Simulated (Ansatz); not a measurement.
Equation of state of Zr

```yaml
crystal:
  lattice:
    - [3.23200, 0.00000, 0.00000]
    - [-1.61600, 2.79899, 0.00000]
    - [0.00000, 0.00000, 5.14700]
  atoms:
    - { symbol: Zr, position: [0.33333, 0.66667, 0.25000] }
    - { symbol: Zr, position: [0.66667, 0.33333, 0.75000] }
```

Conventional cell: a = 3.232 Å, b = 3.232 Å, c = 5.147 Å, α = 90.00°, β = 90.00°, γ = 120.00°. Zr (atom 1) has 12 Zr at 3.18 to 3.23 Å as nearest neighbours.

The cell comes from COD entry 9008523, which wasn't checked; take it as a given geometry.

All numbers are computed: DFT, PBEsol, all-electron LAPW, scalar-relativistic (Ansatz 0.2.0); DFT, PBEsol, PAW with Ansatz's default frozen-core files, scalar-relativistic (Ansatz 0.2.0).

For LAPW: a Γ-centred 13×13×7 k mesh, Fermi–Dirac smearing of 0.08 eV, basis error target 1 meV/atom, no spin polarisation. PAW takes a cutoff of 420 eV at this cell (files made with PBE, cores remade for this functional). The Ansatz runs share mesh, smearing and spin set-up. Plane-wave (PAW) pressures include the program's estimate of the Pulay term.

The cell above is scaled evenly, with fractional coordinates and shape held.

| V/V(cell) | V (Å³/atom) | P, LAPW (GPa) | P, PAW (GPa) | free energy over the lowest listed, PAW (meV/atom) |
| --- | --- | --- | --- | --- |
| 0.9400 | 21.884 | 2.81 | 2.78 | 4.8 |
| 0.9500 | 22.117 | 1.69 | 1.66 | 1.6 |
| 0.9600 | 22.350 | 0.61 | 0.59 | 0.0 |
| 0.9750 | 22.699 | -0.92 | -0.94 | 0.4 |
| 0.9800 | 22.815 | -1.40 | -1.43 | 1.3 |
| 0.9900 | 23.048 | -2.35 | -2.37 | 4.0 |
| 1.0000 | 23.281 | -3.25 | -3.27 | 8.1 |
| 1.0100 | 23.514 | -4.11 | -4.14 | 13.5 |
| 1.0200 | 23.746 | -4.94 | -4.96 | 20.1 |
| 1.0250 | 23.863 | -5.34 | -5.36 | 23.9 |
| 1.0400 | 24.212 | ? | ? | ? |
| 1.0500 | 24.445 | -7.21 | -7.23 | 46.8 |
| 1.0600 | 24.678 | -7.90 | -7.92 | 57.8 |

(1) Fill in the row V/V(cell) = 1.0400.

(2) What do Birch–Murnaghan fits to the pressures give?

Answers

(1) P, LAPW (GPa) = -6.49, P, PAW (GPa) = -6.51, free energy over the lowest listed, PAW (meV/atom) = 36.8.

(2) LAPW: V0 = 22.49 Å³/atom, B0 = 99 GPa, B0′ = 3.3; PAW: V0 = 22.48 Å³/atom, B0 = 99 GPa, B0′ = 3.3.
